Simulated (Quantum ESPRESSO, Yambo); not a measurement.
Rb₂Te (anti-fluorite, space group Fm-3m, No. 225) under isotropic strain (on all lattice vectors), counted from the cell relaxed with PBEsol, atoms relaxed at each step. norm-conserving PBEsol (Quantum ESPRESSO, 82 Ry, scalar-relativistic); G0W0 in Yambo (2×2×2 Γ-centred k mesh, 277 bands and a 8 Ry block in the screening, 277 bands in G with the Bruneval-Gonze terminator, plasmon pole fitted at 27.2 eV).

```json
[
 {"strain (%)": "-3", "PBEsol gap (eV)": "2.04", "kind": "near tie", "G0W0 direct gap (eV)": "4.12 at Γ"},
 {"strain (%)": "-1.5", "PBEsol gap (eV)": "1.97", "kind": "near tie", "G0W0 direct gap (eV)": "3.98 at Γ"},
 {"strain (%)": "-0.7", "PBEsol gap (eV)": "1.93", "kind": "near tie", "G0W0 direct gap (eV)": "3.91 at Γ"},
 {"strain (%)": "0", "PBEsol gap (eV)": "1.90", "kind": "near tie", "G0W0 direct gap (eV)": "3.86 at Γ"},
 {"strain (%)": "+1", "PBEsol gap (eV)": "1.85", "kind": "near tie", "G0W0 direct gap (eV)": "3.78 at Γ"},
 {"strain (%)": "+2", "PBEsol gap (eV)": "[?]", "kind": "near tie", "G0W0 direct gap (eV)": "[?]"}
]
```

Task: Estimate the withheld gaps from the other strains; the computed values follow.

Result: 
- +2, PBEsol gap (eV): 1.81
- +2, G0W0 direct gap (eV): 3.70 at Γ

GW, BSE and RPA settings are held fixed; their convergence isn't established. «Near tie»: competing band extrema lie within 0.03 eV. Strains are linear. The screening block changes size along the series (387 vectors at -3 %, 387 vectors at -1.5 %, 387 vectors at -0.7 %, 411 vectors at +0 %, 459 vectors at +1 %, 459 vectors at +2 %), which puts steps into the G0W0 values. Without spin-orbit coupling, band edges of such heavy elements can be off by tenths of an eV.

The standard potential for Te keeps a d shell in the valence without the s and p states of that shell. In tests on such compounds this moved G0W0 gaps by up to about 0.9 eV, so absolute quasiparticle energies here are unreliable; differences between settings are what counts.

The structure is a Materials Project entry; no match was found in the copy of COD used, and its stability was not checked.
